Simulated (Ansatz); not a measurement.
A geometry of Li away from equilibrium: step 2 of the relaxation of a generated cell, Li placed in the AFLOW prototype A_tP12_96_ab (as in Si). These are r2SCAN (plane waves to 500 eV, PAW, scalar-relativistic; Ansatz, a quantum-chemistry and plane-wave program) values and carry that method's errors. Γ-centred k-mesh 7×7×5 on the run's cell, Fermi–Dirac smearing 0.05 eV. The plane waves were selected for a different cell earlier on the path.

```yaml
crystal:
  lattice:
    - [5.90118, 0.00000, 0.00000]
    - [0.00000, 5.90118, 0.00000]
    - [0.00000, 0.00000, 7.24236]
  atoms:
    - { symbol: Li, position: [0.10785, 0.10785, 0.00000] }
    - { symbol: Li, position: [0.60785, 0.39215, 0.25000] }
    - { symbol: Li, position: [0.39215, 0.60785, 0.75000] }
    - { symbol: Li, position: [0.89215, 0.89215, 0.50000] }
    - { symbol: Li, position: [0.17229, 0.36445, 0.29800] }
    - { symbol: Li, position: [0.67229, 0.13555, 0.95200] }
    - { symbol: Li, position: [0.32771, 0.86445, 0.45200] }
    - { symbol: Li, position: [0.82771, 0.63555, 0.79800] }
    - { symbol: Li, position: [0.63555, 0.82771, 0.20200] }
    - { symbol: Li, position: [0.13555, 0.67229, 0.04800] }
    - { symbol: Li, position: [0.86445, 0.32771, 0.54800] }
    - { symbol: Li, position: [0.36445, 0.17229, 0.70200] }
```

Question: What forces act on the atoms (eV/Å)?

Answer: 
| atom | Fx | Fy | Fz |
|---|---|---|---|
| Li1 | 0.16 | 0.16 | 0.00 |
| Li2 | 0.16 | -0.16 | 0.00 |
| Li3 | -0.16 | 0.16 | 0.00 |
| Li4 | -0.16 | -0.16 | 0.00 |
| Li5 | -0.01 | -0.13 | 0.31 |
| Li6 | -0.01 | 0.13 | -0.31 |
| Li7 | 0.01 | -0.13 | -0.31 |
| Li8 | 0.01 | 0.13 | 0.31 |
| Li9 | 0.13 | 0.01 | -0.31 |
| Li10 | 0.13 | -0.01 | 0.31 |
| Li11 | -0.13 | 0.01 | 0.31 |
| Li12 | -0.13 | -0.01 | -0.31 |

The path ends in P4₁2₁2 (No. 92). No spin polarisation in the result.

The run could not lose the symmetry of its start, so the end can be a saddle point.

The end of the path is a generated cell of Li: the first start was made by placing the elements on the sites of a structure type, and the end was not matched to a known phase here, so it may be hypothetical. Known forms of Li include space group No. 229.
